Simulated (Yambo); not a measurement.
A G0W0@LDA run in Yambo for Ba₂MgH₆ (space group P-3m1, No. 164) (3×3×4 Γ-centred k mesh, bands 5 to 179 and a 7 Ry block in the screening, 179 bands in G with the Bruneval-Gonze terminator, plasmon pole fitted at 27.2 eV) gives these matrix elements, in eV, at the band edges ((0, 0.333, 0) → Γ):

```json
[
 {"state": "valence edge", "E0": "0.000", "<Vxc>": "-10.987", "<Σx>": "-13.798", "<Σc(E0)>": "1.513", "Z": "0.790"},
 {"state": "conduction edge", "E0": "2.604", "<Vxc>": "-9.084", "<Σx>": "-4.613", "<Σc(E0)>": "-3.627", "Z": "0.823"}
]
```

Solve the linearised quasiparticle equation for both states, give the gap, and say how exchange and correlation each act on it.

E = E0 + Z(Σx + Σc − Vxc). Valence: 0.000 + 0.790 × (-13.798 + (1.513) − (-10.987)) = -1.02 eV. Conduction: 2.604 + 0.823 × (-4.613 + (-3.627) − (-9.084)) = 3.30 eV. The gap is 4.32 eV, against 2.60 eV in LDA. Replacing Vxc by bare exchange alone would open it by 7.28 eV; correlation takes back 5.14 eV of that, and Z scales what is left. Nearest settings tried, and what they do to the gap: 1 Ry block (27 vectors against 283): -263 meV; 3×3×2 mesh: -15 meV. Not varied: bands in G, bands in W. So the settings aren't converged at that level. 

Geometry of the Materials Project entry, not relaxed at this level; primitive cell a = b = 5.718 Å, c = 4.538 Å, α = β = 90.00°, γ = 120.00°.

The structure is a Materials Project entry; no match was found in the copy of COD used, and its stability was not checked.
